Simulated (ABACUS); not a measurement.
A series of runs on a (111) slab of AlNi (cut from a parent of space group no. 221; 10 atoms in the cell)

```
CELL_PARAMETERS angstrom
      4.04424     0.00000     0.00000
      2.02212     3.50242     0.00000
      0.00000     0.00000    23.42970
ATOMIC_POSITIONS crystal
  Al 0.41667 0.41667 0.34145
  Al 0.08333 0.08333 0.41191
  Al 0.75000 0.75000 0.48238
  Al 0.41667 0.41667 0.55285
  Al 0.08333 0.08333 0.62332
  Ni 0.75000 0.75000 0.37668
  Ni 0.41667 0.41667 0.44715
  Ni 0.08333 0.08333 0.51762
  Ni 0.75000 0.75000 0.58808
  Ni 0.41667 0.41667 0.65855
```

Base run A: PBE, numerical atomic orbitals TZP (confined pseudo-atomic orbitals with Gaussian additions; energy shift 0.01 Ry), PseudoDojo 0.5 standard norm-conserving PBE (tails mended) pseudopotentials run with ABACUS, self-consistent single point.

Its settings: basis = TZP numerical atomic orbitals, energy shift 0.01 Ry; KPT = Gamma 4 4 1 0 0 0; basis_type = lcao; dft_functional = PBE; ecutwfc = 100 Ry; smearing_method = mp; smearing_sigma = 0.00999582 Ry; potentials = PseudoDojo 0.5 standard norm-conserving PBE (tails mended); symmetry = 1; ks_solver = scalapack_gvx; scf_nmax = 100; scf_thr = 1.0e-07; mixing_type = broyden.

The atom-centred basis is finite, which shifts total energies and forces against plane waves. The run has no spin polarisation, so moments on Ni cannot form. Forces above 1 eV/Å remain at this geometry, of which the finite basis can carry a part. No dipole correction was used; where the two faces of such a cut differ, images can couple through a dipole. No clean gap shows at this smearing width and mesh (spacing up to 0.45 Å⁻¹); the mesh is coarse for partly filled bands, so the values carry mesh errors.

ΔF is the free energy per atom less that of run A. 

```json
[
 {"run": "A", "change": "base", "ΔF (meV/atom)": "0.00", "largest force (eV/Å)": "1.089"},
 {"run": "B", "change": "atom 5 moved by -0.15 angstrom along z", "ΔF (meV/atom)": "19.4", "largest force (eV/Å)": "1.934"},
 {"run": "C", "change": "atom 5 moved by -0.08 angstrom along z", "ΔF (meV/atom)": "8.1", "largest force (eV/Å)": "1.314"},
 {"run": "D", "change": "atom 5 moved by -0.04 angstrom along z", "ΔF (meV/atom)": "3.4", "largest force (eV/Å)": "1.143"},
 {"run": "E", "change": "atom 5 moved by +0.04 angstrom along z", "ΔF (meV/atom)": "-2.4", "largest force (eV/Å)": "1.037"},
 {"run": "F", "change": "atom 5 moved by +0.08 angstrom along z", "ΔF (meV/atom)": "-3.8", "largest force (eV/Å)": "0.989"},
 {"run": "G", "change": "atom 5 moved by +0.15 angstrom along z", "ΔF (meV/atom)": "-4.2", "largest force (eV/Å)": "0.913"}
]
```

Run F against A: The free energy goes down by 3.8 meV/atom and the largest force goes from 1.089 to 0.989 eV/Å.

Run D against A: The free energy rises by 3.4 meV/atom and the largest force goes from 1.089 to 1.143 eV/Å.

Small differences between rows can be mesh errors.

The atomic orbitals were generated for these runs; they are not ABACUS's published sets and were checked against plane waves on a few crystals only.

“Tails mended”: in these copies of the files the far tail of each local potential was reset to the Coulomb form.
